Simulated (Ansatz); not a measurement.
**Computed properties of Al$_{2}$Cu**

Al₂Cu:
```
CELL_PARAMETERS angstrom
      4.08484     0.00000     0.00000
      0.00000     4.08484     0.00000
      0.00000     0.00000     2.84653
ATOMIC_POSITIONS crystal
  Al 0.50000 0.00000 0.50000
  Al 0.00000 0.50000 0.50000
  Cu 0.00000 0.00000 0.00000
```

Space group P4/mmm (No. 123); conventional cell a = b = 4.085 Å, c = 2.847 Å, α = β = γ = 90.00°.

Method: plane-wave PAW PBEsol (Ansatz code). Structure relaxed to zero pressure with the same functional. Other levels are named where they apply.

Cell and energy:

- Volume per atom: 15.83 Å³
- Density: 4.11 g/cm³
- Formation energy from the elements (no fitted shifts): -0.027 eV/atom

Electronic structure:

Electronic character: metallic (no gap)
Density of states at the Fermi level: 0.28 states/eV per atom (mean over ±0.08 eV)

Mechanics:

Bulk modulus (Birch–Murnaghan fit): 988 kbar
Pressure derivative B′: 4.7
Elastic constants (relaxed ions, GPa): C11 = 209, C12 = 18.0, C13 = 66.9, C33 = 168, C44 = 57.0, C66 = 47.0
Mechanical stability: stable (all eigenvalues of C positive)
Hill bulk and shear moduli: 98.9 and 59.3 GPa
Young's modulus: 148 GPa
Poisson's ratio: 0.25
Debye temperature from the elastic constants: 500 K

Phonons:

- Highest zone-centre frequency = 353 cm⁻¹
- Zone-centre stability = no imaginary mode at Γ

The first step of the workflow began from a Materials Project structure, measured or hypothetical; the Crystallography Open Database copy checked does not list it. It is not the phase usual at ambient conditions (space group No. 140). The cell was relaxed with PBEsol under the symmetry of its start. The run is not spin-polarised. As this level gives no gap, shear constants depend on the k-mesh and smearing (Fermi–Dirac, 0.1 eV here). As this level gives no gap, phonon frequencies hold no LO–TO term and depend on the k-mesh and smearing (Fermi–Dirac, 0.1 eV here). Axis ratios of metals converge slowly with the k-mesh, so a and c are less sure than the volume. The references are the lowest solids computed at this level, not always the standard phases.

Potentials: the later of the program's two PAW sets.
